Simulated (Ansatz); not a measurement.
HfO2:
```xyz
6
Lattice="3.5768 0.0000 0.0000 0.0000 3.5768 0.0000 0.0000 0.0000 5.2027" Properties=species:S:1:pos:R:3 pbc="T T T"
Hf     0.0000     0.0000     0.0000
Hf     1.7884     1.7884     2.6013
O      0.0000     1.7884     1.0205
O      0.0000     1.7884     3.6218
O      1.7884     0.0000     1.5808
O      1.7884     0.0000     4.1821
```

Relaxed with r²SCAN. Special points in fractions of this cell's reciprocal vectors: Γ (0.000, 0.000, 0.000); X (0.000, 0.500, 0.000); M (0.500, 0.500, 0.000); Z (0.000, 0.000, 0.500); R (0.000, 0.500, 0.500); A (0.500, 0.500, 0.500).

**Question.** List the band energies nearest the valence-band maximum at these points for plane-wave PAW r²SCAN with spin–orbit coupling (Ansatz code).

**Answer.** In eV from the valence-band maximum; about four levels below and three above (degenerate sets whole), none deeper than 8.9 eV; points with the same levels are listed once.

```
k                    below                above
-  -----------------------  -------------------
Γ  -0.07 -0.07 -0.07 -0.07  5.27 5.27 5.29 5.29
X  -0.15 -0.15 -0.15 -0.15  5.62 5.62 5.62 5.62
M  -0.50 -0.50 -0.50 -0.50  6.28 6.28 6.28 6.28
Z      0.00 0.00 0.00 0.00  5.92 5.92 5.92 5.92
R  -0.93 -0.93 -0.93 -0.93  5.73 5.73 5.73 5.73
A  -0.02 -0.02 -0.02 -0.02  6.41 6.41 6.41 6.41
```

Space group P4_2/nmc. This is a known high-temperature phase of the composition, computed here at zero pressure and temperature. The cell was relaxed with r²SCAN under the symmetry of its start; of distortions, only those at the zone centre were tested. The run is not spin-polarised.

Potentials: the later of the program's two PAW sets.
